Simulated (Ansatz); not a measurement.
Input:

LuCd₃:
```xyz
8
Lattice="3.5708 -5.2729 0.0000 3.5708 5.2729 0.0000 0.0000 0.0000 4.7684" Properties=species:S:1:pos:R:3 pbc="T T T"
Lu     3.5708    -1.3575     1.1921
Lu     3.5708     1.3575     3.5763
Cd     3.5708     3.3909     1.1921
Cd     3.5708    -3.3909     3.5763
Cd     1.5274     1.0263     1.1921
Cd     5.6142    -1.0263     3.5763
Cd     1.5274    -1.0263     3.5763
Cd     5.6142     1.0263     1.1921
```

This is the r²SCAN-relaxed structure.

All from r²SCAN in the plane-wave PAW code Ansatz, unless another level is named. Predict the density of states at the Fermi level.

0.37 states/eV per atom (mean over ±0.08 eV).

And the formation energy from the elements (no fitted shifts)?

-0.26 eV/atom.

Space group Cmcm. The first step of the workflow began from a Materials Project structure, measured or hypothetical; the Crystallography Open Database files this formula in space group No. 63, but the cells were not matched. Whether it is the stable phase at ambient conditions was not checked. Symmetry was held in the r²SCAN relaxation; whether a distortion lowers the energy is not shown. The references are the lowest solids computed at this level, not always the standard phases. Scalar-relativistic: spin–orbit coupling is off unless named, which matters more the heavier the elements.

Potentials: the later of the program's two PAW sets.
